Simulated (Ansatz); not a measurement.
K2NaInP2:
```cif
data_In4K8Na4P8
_chemical_formula_sum 'K8 Na4 In4 P8'
_space_group_name_H-M_alt 'Ibam'
_space_group_IT_number 72
_space_group_name_Hall '-I 2 2c'
_cell_length_a 6.63643
_cell_length_b 14.92602
_cell_length_c 6.63289
_cell_angle_alpha 90.000
_cell_angle_beta 90.000
_cell_angle_gamma 90.000
loop_
_atom_site_label
_atom_site_type_symbol
_atom_site_symmetry_multiplicity
_atom_site_Wyckoff_symbol
_atom_site_fract_x
_atom_site_fract_y
_atom_site_fract_z
_atom_site_occupancy
K1 K 8 j 0.26118 0.32353 0.00000 1
Na1 Na 4 a 0.00000 0.00000 0.25000 1
In1 In 4 b 0.00000 0.50000 0.25000 1
P1 P 8 j 0.28437 0.09867 0.00000 1
```
(The calculation used a cell of 12 atoms; values per cell refer to that cell.)

Relaxed with r²SCAN.

Task: Which orbitals make up the states near the band edges in the program Ansatz at the r²SCAN level (PAW)?

Result: Top 1 eV of the valence band: P 3p 89 %. Bottom 1 eV of the conduction band: In 5s 30 %, P 3p 25 %, K 4s 20 %, P 3s 5 %, outside the projected shells 12 %. Projections are on Löwdin-orthogonalised atomic valence shells; empty p or d shells of many metals are not among them.

Task: Tabulate the density of states.

Result: States/eV per cell of 12 atoms, in 0.25 eV bins, energy from the valence-band maximum.

```csv
E (eV),total,P 3p,In 5p,K 4s
-7.85,0.00,0.00,0.00,0.00
-7.60,0.00,0.00,0.00,0.00
-7.35,0.00,0.00,0.00,0.00
-7.10,0.00,0.00,0.00,0.00
-6.85,0.00,0.00,0.00,0.00
-6.60,0.00,0.00,0.00,0.00
-6.35,0.00,0.00,0.00,0.00
-6.10,0.00,0.00,0.00,0.00
-5.85,0.00,0.00,0.00,0.00
-5.60,0.00,0.00,0.00,0.00
-5.35,0.00,0.00,0.00,0.00
-5.10,0.00,0.00,0.00,0.00
-4.85,0.00,0.00,0.00,0.00
-4.60,5.08,2.17,0.03,0.09
-4.35,4.83,2.05,0.08,0.13
-4.10,6.09,2.69,0.05,0.13
-3.85,0.00,0.00,0.00,0.00
-3.60,0.00,0.00,0.00,0.00
-3.35,0.00,0.00,0.00,0.00
-3.10,0.00,0.00,0.00,0.00
-2.85,0.35,0.20,0.10,0.03
-2.60,6.51,3.72,1.85,0.37
-2.35,5.75,3.42,1.68,0.23
-2.10,4.69,2.96,1.28,0.10
-1.85,4.67,3.11,1.12,0.08
-1.60,4.33,3.10,0.74,0.10
-1.35,7.98,5.99,0.93,0.32
-1.10,8.97,7.00,0.82,0.49
-0.85,10.78,8.95,0.59,0.47
-0.60,7.04,6.19,0.11,0.29
-0.35,12.06,11.15,0.13,0.22
-0.10,6.86,6.51,0.03,0.05
0.15,0.00,0.00,0.00,0.00
0.40,0.00,0.00,0.00,0.00
0.65,0.00,0.00,0.00,0.00
0.90,0.00,0.00,0.00,0.00
1.15,0.00,0.00,0.00,0.00
1.40,0.00,0.00,0.00,0.00
1.65,0.02,0.00,0.00,0.01
1.90,0.62,0.14,0.02,0.13
2.15,5.42,1.37,0.17,1.08
2.40,3.37,0.87,0.12,0.65
2.65,3.53,0.90,0.16,0.75
2.90,4.00,0.70,0.48,1.00
3.15,6.58,0.65,1.27,2.15
3.40,6.41,0.90,1.25,1.28
3.65,10.27,1.17,2.30,1.33
3.90,9.49,1.14,2.18,1.00
4.15,8.61,1.08,1.79,0.87
4.40,7.88,1.06,1.51,0.99
4.65,8.68,1.08,1.53,1.03
4.90,9.44,1.14,1.38,1.00
5.15,9.10,1.10,1.33,0.90
5.40,7.44,0.77,0.92,0.68
5.65,7.74,0.78,0.81,0.68
5.90,9.02,1.04,1.00,0.78
6.15,7.84,0.83,1.00,0.67
6.40,9.03,0.64,0.92,0.72
```

The workflow started from a Materials Project entry (that database holds measured and hypothetical structures alike); the Crystallography Open Database files this formula in space group No. 72, but the cells were not matched. Whether it is the stable phase at ambient conditions was not checked. Symmetry was held in the r²SCAN relaxation; its stability against distortions is not shown here. Spin–orbit coupling is left out wherever it is not named.

Potentials: the later of the program's two PAW sets.
